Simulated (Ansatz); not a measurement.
AlAu:
```yaml
crystal:
  lattice:
    - [3.18124, 0.00000, 0.00000]
    - [0.00000, 3.18124, 0.00000]
    - [0.00000, 0.00000, 3.18124]
  atoms:
    - { symbol: Al, position: [0.00000, 0.00000, 0.00000] }
    - { symbol: Au, position: [0.50000, 0.50000, 0.50000] }
```

Relaxed with r²SCAN. Special points in fractions of this cell's reciprocal vectors: Γ (0.000, 0.000, 0.000); X (0.000, 0.500, 0.000); M (0.500, 0.500, 0.000); R (0.500, 0.500, 0.500).

Task: List the band energies nearest the Fermi level at these points for DFT-r²SCAN in the program Ansatz with PAW potentials.

Result: In eV from the Fermi level; about four levels below and three above (degenerate sets whole), none deeper than 8.9 eV; … stands for higher levels left out; points with the same levels are listed once.

| k | below | above |
|---|---|---|
| Γ | -7.32 -7.32 -5.19 -5.19 -5.19 | 2.96 2.96 2.96 |
| X | -6.19 -6.19 -5.06 -3.65 | 5.78 7.60 7.60 |
| M | -4.30 -4.00 -4.00 -1.39 | 1.08 7.88 … |
| R | -7.93 -7.93 -7.93 -4.25 -4.25 0.00 | 0.78 0.78 0.78 |

Space group Pm-3m (CsCl type). The first step of the workflow began from a Materials Project structure, measured or hypothetical; the Crystallography Open Database copy checked does not list it. With Al and Au taken as one species the cell has the higher symmetry Im-3m, so it may be an ordered model of a mixed-site phase. Whether it is the stable phase at ambient conditions was not checked. The cell was relaxed with r²SCAN under the symmetry of its start. At this level the phase is mechanically unstable. Spin–orbit coupling is left out wherever it is not named.

Potentials: the later of the program's two PAW sets.
